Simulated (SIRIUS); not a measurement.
Set-up for a self-consistent single point of Sb (P2_1/m, 2 atoms in the cell; from Materials Project mp-1179605, changed as shown).

```xyz
2
Lattice="3.0809 0.0000 0.0000 0.0000 4.2468 0.0000 -0.0384 0.0000 4.3472" Properties=species:S:1:pos:R:3 pbc="T T T"
Sb     3.0166     3.1851     3.2988
Sb     0.0258     1.0617     1.0484
```

Method: LDA (PW92), FP-LAPW (LAPW with two local orbitals a valence shell; core below -3 Ha), all-electron full potential with ZORA scalar-relativistic valence and Dirac core in SIRIUS.

SIRIUS settings:

parameters.ngridk: 8 6 6
basis: LAPW with two local orbitals a valence shell, core below -3 Ha
unit_cell.atom_type_rmt: {Sb: 2.4} bohr
parameters.xc_functionals: [XC_LDA_X, XC_LDA_C_PW]
parameters.aw_cutoff: 7
parameters.pw_cutoff: 20 1/bohr
parameters.smearing: gaussian
parameters.smearing_width: 0.00367493 Ha
parameters.electronic_structure_method: full_potential_lapwlo
parameters.lmax_apw: 8
parameters.lmax_rho: 8
parameters.lmax_pot: 8
parameters.auto_rmt: 0
parameters.num_fv_states: 19
parameters.num_mag_dims: 0
parameters.num_dft_iter: 100
parameters.energy_tol: 1e-07 Ha
parameters.density_tol: 1e-06
mixer.type: broyden2
mixer.beta: 0.2
mixer.use_hartree: false

Results:

| Property | Value |
|---|---|
| Number of valence electrons | 30 |
| Number of bands | 19 |
| Number of k-points after the program's reduction | 104 |
| Size of the basis | 204 |
| Number of SCF iterations | 15 |
| FFT grid | 40 × 54 × 60 |
| Free energy E − TS | -352559.8714 eV |
| Fermi level (on the code's own zero) | 6.57 eV |
| Largest force (vector length) | 0.070 eV/Å |

Forces (eV/Å):
```
atom      Fx     Fy      Fz
----  ------  -----  ------
Sb1    0.027  0.000  -0.065
Sb2   -0.027  0.000   0.065
```

For comparison: a first run was changed to give this one (lattice vector b scaled by 0.99), and from it to this one the free energy falls by 1.3 meV/atom and the largest force goes from 0.056 to 0.070 eV/Å.

The structure comes from a collection of computed structures, made at another level of theory; the collection holds predicted forms beside known ones. Its lattice was then scaled. No clean gap shows at this smearing width and mesh (spacing up to 0.25 Å⁻¹); the mesh is coarse for partly filled bands, so the values carry mesh errors. Semi-local functionals can close small gaps. Values depend on the basis (sphere radii, cutoffs, local orbitals), which need not be converged.

Cost on one core: very roughly 50 core-seconds.
